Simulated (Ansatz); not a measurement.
Phonons of a relaxed structure of CuI by density-functional perturbation theory (low response-accuracy setting, no LO–TO term) at Γ and zone-boundary points with q components 0 or ½ of the primitive reciprocal vectors. Calculation: r2SCAN (plane waves to 500 eV, PAW, scalar-relativistic; Ansatz, an electronic-structure program). Γ-centred k-mesh 8×8×8, Fermi–Dirac smearing 0.05 eV.

```xyz
2
Lattice="0.0000 3.0115 3.0115 3.0115 0.0000 3.0115 3.0115 3.0115 0.0000" Properties=species:S:1:pos:R:3 pbc="T T T"
I      4.5173     4.5173     4.5173
Cu     0.0000     0.0000     0.0000
```

Space group F-43m (No. 216), zinc blende type.

Problem. Are there soft modes? Where, and how strong?

Solution. No instability shows at these points (nothing beyond 15i cm⁻¹, the threshold used here). Other wavevectors were not sampled, so this does not prove stability.

Problem. Give the phonon wavenumbers.

Solution. 
| q | wavenumbers (cm⁻¹; i marks imaginary) |
|---|---|
| Γ | 0 (×3), 130 (×3) |
| L (½, 0, 0) | 37 (×2), 107, 136 (×2), 142 |
| X (½, ½, 0) | 50 (×2), 123, 130, 142 (×2) |

No spin polarisation in the result.
